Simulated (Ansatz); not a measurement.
## Data sheet: HfSiO₄ (DFT)

HfSiO₄:
```
CELL_PARAMETERS angstrom
     -3.29104     3.29104     2.98304
      3.29104    -3.29104     2.98304
      3.29104     3.29104    -2.98304
ATOMIC_POSITIONS crystal
  Hf 0.75000 0.25000 0.50000
  Hf 0.00000 0.00000 0.00000
  Si 0.25000 0.75000 0.50000
  Si 0.50000 0.50000 0.00000
  O  0.13333 0.31813 0.81521
  O  0.06813 0.75292 0.68479
  O  0.50292 0.31813 0.18479
  O  0.06813 0.38333 0.31521
  O  0.61667 0.93187 0.68479
  O  0.68187 0.86667 0.18479
  O  0.24708 0.93187 0.31521
  O  0.68187 0.49708 0.81521
```

Space group I4_1/amd (No. 141); conventional cell a = b = 6.582 Å, c = 5.966 Å, α = β = γ = 90.00°.

Method: plane-wave PAW PBEsol (Ansatz code). Structure relaxed to zero pressure with the same functional. Other levels are named where they apply.

**Cell and energy**

| Item | Value |
|---|---|
| Volume per atom | 10.77 Å³ |
| Density | 6.95 g/cm³ |
| Formation energy from the elements (no fitted shifts) | -3.20 eV/atom |

**Electronic structure**

| Item | Value |
|---|---|
| Band gap | 5.37 eV (indirect) |
| Valence-band maximum | on the Γ–Z line, 14 % of the way from Γ |
| Conduction-band minimum | off the standard path, at k = (0.250, 0.260, 0.188) in fractions of the reciprocal vectors |
| Smallest direct gap on the standard path | 5.73 eV |
| HSE06 gap on the PBEsol cell | 7.29 eV |
| Gap with spin–orbit coupling | 5.36 eV |

**Mechanics**

| Property | Value |
|---|---|
| Bulk modulus (Birch–Murnaghan fit) | 224 GPa |
| Pressure derivative B′ | 5.0 |
| Elastic constants (relaxed ions, GPa) | C11 = 428, C12 = 69.3, C13 = 151, C33 = 484, C44 = 109, C66 = 49.7 |
| Mechanical stability | stable (all eigenvalues of C positive) |
| Hill bulk and shear moduli | 229 and 108 GPa |
| Young's modulus | 280 GPa |
| Poisson's ratio | 0.30 |
| Debye temperature from the elastic constants | 593 K |

**Dielectric response**

| Item | Value |
|---|---|
| Electronic dielectric constant ε∞ (DFPT) | 3.92 (xx = yy), 4.15 (zz) |
| Static dielectric constant ε0 (ions relaxed, cell fixed) | 12.0 (xx = yy), 12.0 (zz) |
| Born charges (a third of the trace) | Hf +5.07, Si +3.55, O -2.15 e |

**Phonons**

| Quantity | Result |
|---|---|
| Highest zone-centre frequency (without LO–TO term) | 1006 cm⁻¹ |
| Zone-centre stability | no imaginary mode at Γ |

Symmetry was held in the PBEsol relaxation. No spin polarisation was allowed. The references are the lowest solids computed at this level, not always the standard phases (solids in place of the gases). Scalar-relativistic: spin–orbit coupling is off unless named, which matters more the heavier the elements.

Potentials: the later of the program's two PAW sets.
